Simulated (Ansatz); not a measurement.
**Comparing deformations in Al**

Level of theory: DFT PBEsol, scalar-relativistic, plane waves, PAW in Ansatz. Cutoff 420 eV, Γ-centred 24×24×14 k-points, Gaussian smearing of 0.15 eV. No spin polarisation. Energies are free energies at this smearing, counted from the undisturbed cell; pressure is positive in compression.

The undisturbed cell (relaxed at this level; this form isn't the usual structure):

```
Al
1.0
     2.85007    0.00000    0.00000
    -1.42503    2.46823    0.00000
     0.00000    0.00000    4.63732
Al
2
Direct
  0.66667 0.33333 0.75000
  0.33333 0.66667 0.25000
```

The cell is strained by ε times a Voigt pattern (xx, yy, zz, yz, xz, xy; engineering shear) with fractional coordinates fixed. τ = (1/V0) dE/dε comes from the stress tensor. Of each scan, only the three points used here are listed.

| pattern | ε | τ (GPa) |
| --- | --- | --- |
| (1, 1, 0, 0, 0, 0) | -0.0050 | -0.98 |
| (1, 1, 0, 0, 0, 0) | 0.0000 | 0.77 |
| (1, 1, 0, 0, 0, 0) | 0.0050 | 2.41 |
| (0, 0, 1, 0, 0, 0) | -0.0250 | -4.13 |
| (0, 0, 1, 0, 0, 0) | 0.0000 | -0.87 |
| (0, 0, 1, 0, 0, 0) | 0.0250 | 2.02 |
| (0, 0, 0, 0, 0, 1) | -0.0187 | -0.537 |
| (0, 0, 0, 0, 0, 1) | 0.0000 | 0.000 |
| (0, 0, 0, 0, 0, 1) | 0.0187 | 0.537 |

**Question.** Which constants do the scans give, and which deformation costs least for the same size of strain tensor?

**Answer.** The slope dτ/dε at zero (parabola through three points) is pᵀCp: (1, 1, 0, 0, 0, 0) gives C11 + C22 + 2 C12 = 340 GPa; (0, 0, 1, 0, 0, 0) gives C33 = 123 GPa; (0, 0, 0, 0, 0, 1) gives C66 = 28.7 GPa. The size of the strain tensor, ε:ε, is ε² times 2.0, 1.0, 0.5. Per unit of it the stiffnesses are 170, 123, 57.4 GPa, so (0, 0, 0, 0, 0, 1) is the softest of these: at ε:ε = (1 %)² the quadratic term costs 0.29 meV/atom against 0.86 for the stiffest. These are clamped-ion values. The starting stress shifts them by about its own size.

Forces appear on the atoms along this scan, and letting them relax would lower the energy and soften the response. In a metal these slopes depend on the k mesh and the smearing.